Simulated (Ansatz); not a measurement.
Input:

LiC6:
```yaml
crystal:
  lattice:
    - [1.24888, -6.46093, 0.00000]
    - [1.24888, 6.46093, 0.00000]
    - [0.00000, 0.00000, 3.56161]
  atoms:
    - { symbol: C, position: [0.94321, 0.05679, 0.00000] }
    - { symbol: C, position: [0.38724, 0.61276, 0.00000] }
    - { symbol: C, position: [0.61276, 0.38724, 0.00000] }
    - { symbol: C, position: [0.05679, 0.94321, 0.00000] }
    - { symbol: C, position: [0.27709, 0.72291, 0.00000] }
    - { symbol: C, position: [0.72291, 0.27709, 0.00000] }
    - { symbol: Li, position: [0.50000, 0.50000, 0.50000] }
```

This is the PBEsol-relaxed structure.

Question: All from plane-wave PAW PBEsol (Ansatz code), unless another level is named. Predict the electronic character.

Answer: metallic (no gap).

Question: Give the density of states at the Fermi level.

Answer: 0.15 states/eV per atom (mean over ±0.08 eV).

Question: Predict the formation energy from the elements (no fitted shifts).

Answer: 0.009 eV/atom.

Space group Cmmm. The start of the workflow was typed in or built on a structure type; neither database checked (COD, Materials Project) lists it. Its standing as an ambient phase is unchecked. The cell was relaxed with PBEsol under the symmetry of its start; of distortions, only those at the zone centre were tested. The references are the lowest solids computed at this level, not always the standard phases.

Potentials: the later of the program's two PAW sets.
